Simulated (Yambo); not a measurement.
Yambo run on Rb₂NaYF₆ (space group Fm-3m, No. 225). The wavefunctions come from this Quantum ESPRESSO step (LDA, PseudoDojo standard norm-conserving files, scalar-relativistic):

```
&CONTROL
  calculation = 'nscf'
  pseudo_dir = './pseudo'
  outdir = './out'
/
&SYSTEM
  ibrav = 0
  nat = 10
  ntyp = 4
  ecutwfc = 88.0
  ecutrho = 352.0
  occupations = 'fixed'
  force_symmorphic = .true.
  nbnd = 274
/
&ELECTRONS
  conv_thr = 1e-08
  diago_full_acc = .true.
  diago_thr_init = 1e-08
/
ATOMIC_SPECIES
F 18.9984 F.upf
Na 22.9898 Na.upf
Rb 85.4678 Rb.upf
Y 88.9058 Y.upf
CELL_PARAMETERS angstrom
  0.000000000000   4.513425000000   4.513425000000
  4.513425000000   0.000000000000   4.513425000000
  4.513425000000   4.513425000000   0.000000000000
ATOMIC_POSITIONS crystal
F   0.757500000000   0.242500000000   0.242500000000
F   0.242500000000   0.757500000000   0.757500000000
F   0.242500000000   0.757500000000   0.242500000000
F   0.757500000000   0.242500000000   0.757500000000
F   0.242500000000   0.242500000000   0.757500000000
F   0.757500000000   0.757500000000   0.242500000000
Na   0.500000000000   0.500000000000   0.500000000000
Rb   0.750000000000   0.750000000000   0.750000000000
Rb   0.250000000000   0.250000000000   0.250000000000
Y   0.000000000000   0.000000000000   0.000000000000
K_POINTS automatic
2 2 2 0 0 0
```

Yambo input:

```
rim_cut
gw0
dyson
el_el_corr
HF_and_locXC
ppa
em1d
RandQpts= 1000000
RandGvec= 1 Ry
EXXRLvcs= 88 Ry
VXCRLvcs= 352 Ry
Chimod= "HARTREE"
% BndsRnXp
 2 | 272 |
%
NGsBlkXp= 7 Ry
% LongDrXp
 1.0 | 1.0 | 1.0 |
%
PPAPntXp= 27.2114 eV
% GbndRnge
 1 | 272 |
%
GTermKind= "BG"
DysSolver= "n"
ExtendOut
% QPkrange
 1 | 1 | 40 | 41 |
 2 | 2 | 40 | 41 |
%
```

k points by index: 1 = Γ, 2 = L.

The o-*.qp file then holds:

```
#    K-point    Band    Eo [eV]    E [eV]    E-Eo [eV]    Vxc [eV]    Vnlxc [eV]    Sc|Eo [eV]    Sc|E [eV]    dSc/dw|Eo [eV]    Re(Z)    Im(Z)
#
    1    40    0.000000    -2.386702    -2.386702    -22.01620    -29.79157    4.815831    5.388664    -6.530594    0.806453    -0.001207
    1    41    6.101570    7.710604    1.609035    -8.939548    -4.231127    -2.910764    -3.099386    -3.189775    0.895077    -0.634967E-3
    2    40    -0.138633    -2.548607    -2.409973    -21.72962    -29.51544    4.798143    5.375847    -6.522532    0.806646    -0.001211
    2    41    8.026083    9.843177    1.817094    -10.70959    -5.800408    -2.856085    -3.092086    -3.534022    0.885055    -0.731661E-3
```
(The two width columns are left out.) Convergence of these settings isn't established.

Geometry of the Materials Project entry, not relaxed at this level.
